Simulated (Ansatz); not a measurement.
WSi₂ (MoSi2 type, space group I4/mmm)

```cif
data_Si4W2
_chemical_formula_sum 'W2 Si4'
_space_group_name_H-M_alt 'I4/mmm'
_space_group_IT_number 139
_space_group_name_Hall '-I 4 2'
_cell_length_a 3.21151
_cell_length_b 3.21151
_cell_length_c 7.80412
_cell_angle_alpha 90.000
_cell_angle_beta 90.000
_cell_angle_gamma 90.000
loop_
_atom_site_label
_atom_site_type_symbol
_atom_site_symmetry_multiplicity
_atom_site_Wyckoff_symbol
_atom_site_fract_x
_atom_site_fract_y
_atom_site_fract_z
_atom_site_occupancy
W1 W 2 a 0.00000 0.00000 0.00000 1
Si1 Si 4 e 0.00000 0.00000 0.33486 1
```
(The calculation used a cell of 3 atoms; values per cell refer to that cell.)

This relaxed cell (volume V₀) is scaled evenly in all directions, its shape held. The atoms relax within the cell's symmetry.

The numbers are results of r2SCAN (plane waves to 500 eV, PAW, scalar-relativistic; Ansatz, a first-principles code), not measurements. k mesh 20×20×20 (Γ-centred), Fermi-Dirac smearing 0.05 eV. Energies are smeared free energies. With the shape held, the modulus is that of even scaling; a crystal free to change shape is softer. Spin-orbit coupling is left out, though W is heavy. WSi2 is run without spin polarisation. WSi2 was relaxed with its symmetry unable to fall. The zero of ΔE is the relaxed starting cell. The last digit holds for this mesh only.

```json
[
 {"V (Å³/atom)": "12.610", "ΔE (meV/atom)": "39.5"},
 {"V (Å³/atom)": "12.771", "ΔE (meV/atom)": "24.7"},
 {"V (Å³/atom)": "12.932", "ΔE (meV/atom)": "13.6"},
 {"V (Å³/atom)": "13.093", "ΔE (meV/atom)": "5.9"},
 {"V (Å³/atom)": "13.254", "ΔE (meV/atom)": "1.4"},
 {"V (Å³/atom)": "13.415", "ΔE (meV/atom)": "0.0"},
 {"V (Å³/atom)": "13.576", "ΔE (meV/atom)": "1.4"},
 {"V (Å³/atom)": "13.737", "ΔE (meV/atom)": "5.4"},
 {"V (Å³/atom)": "13.898", "ΔE (meV/atom)": "11.9"},
 {"V (Å³/atom)": "14.059", "ΔE (meV/atom)": "20.8"},
 {"V (Å³/atom)": "14.220", "ΔE (meV/atom)": "31.8"}
]
```

Problem. What bulk modulus at fixed cell shape B₀ follows from a third-order Birch-Murnaghan fit?

Solution. 234 GPa.

Problem. What is the fitted pressure derivative B₀′?

Solution. 4.4.

(Under strain, the slope of the energy per volume gives the stress and its curvature an elastic modulus.)
